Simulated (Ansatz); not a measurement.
Input:

CuPd:
```xyz
2
Lattice="1.3843 -2.1940 0.0000 1.3843 2.1940 0.0000 0.0000 0.0000 4.2217" Properties=species:S:1:pos:R:3 pbc="T T T"
Cu     0.0000     0.0000     0.0000
Pd     1.3843     0.0000     2.1108
```

This is the LDA-relaxed structure.

### Question
All from the program Ansatz at the LDA level (PAW), unless another level is named. Estimate the density of states at the Fermi level.

### Answer
0.44 states/eV per atom (mean over ±0.08 eV).

### Question
Next, the formation energy from the elements (no fitted shifts)?

### Answer
-0.9 kJ/mol-atom.

Space group Cmmm. The first step of the workflow began from a Materials Project structure, measured or hypothetical; the Crystallography Open Database copy checked does not list it. COD files the formula under space group No. 221. With Cu and Pd taken as one species the cell has the higher symmetry I4/mmm, so it may be an ordered model of a mixed-site phase. Whether it is the stable phase at ambient conditions was not checked. The LDA relaxation kept the symmetry of its start. At this level the phase is dynamically unstable (imaginary phonons). The run is not spin-polarised. The references are the lowest solids computed at this level, not always the standard phases. Scalar-relativistic: spin–orbit coupling is off unless named, which matters more the heavier the elements.

Potentials: the later of the program's two PAW sets.
